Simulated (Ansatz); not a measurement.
Al (fcc, Cu type)

```
CELL_PARAMETERS angstrom
      0.00000     4.04047     4.04047
      2.02024     0.00000     2.02024
      2.02024     2.02024     0.00000
ATOMIC_POSITIONS crystal
  Al 0.00000 0.00000 0.00000
  Al 0.50000 0.00000 0.00000
```

A phonon eigenvector at L = (0.5, 0.0, 0.0) is frozen into this cell: atom i moves by Q times the vector below, so Q is the largest atomic displacement, in Å. The cell is held. It is one choice among 2 degenerate patterns. (q is in reciprocal vectors of the primitive cell; the cell shown is doubled to hold the pattern.)

```csv
atom,x,y,z
Al1,0.285,-0.520,0.805
Al2,-0.285,0.520,-0.805
```

Level of theory: PBE (plane waves to 420 eV, PAW, scalar-relativistic; Ansatz, an electronic-structure program). k mesh 10×20×20 (Γ-centred), Fermi-Dirac smearing 0.05 eV. The energy includes the smearing's −TS. With partly filled bands, energies and forces of such displacements shift with the k mesh and the smearing. Al was relaxed with its symmetry unable to fall. The zero of ΔE is the undisplaced structure.

**Question.** Give the computed ΔE (meV/cell) at Q (Å) = -0.180, -0.150, -0.090, -0.030, 0.030, 0.090, 0.150, 0.180.

**Answer.** 
```json
[
 {"Q (Å)": "-0.180", "ΔE (meV/cell)": "58.2"},
 {"Q (Å)": "-0.150", "ΔE (meV/cell)": "40.8"},
 {"Q (Å)": "-0.090", "ΔE (meV/cell)": "14.9"},
 {"Q (Å)": "-0.030", "ΔE (meV/cell)": "1.7"},
 {"Q (Å)": "0.030", "ΔE (meV/cell)": "1.7"},
 {"Q (Å)": "0.090", "ΔE (meV/cell)": "14.9"},
 {"Q (Å)": "0.150", "ΔE (meV/cell)": "40.8"},
 {"Q (Å)": "0.180", "ΔE (meV/cell)": "58.2"}
]
```

(A displaced cell: forces are minus the slopes of the energy, force constants its curvatures, and phonons follow from these.)
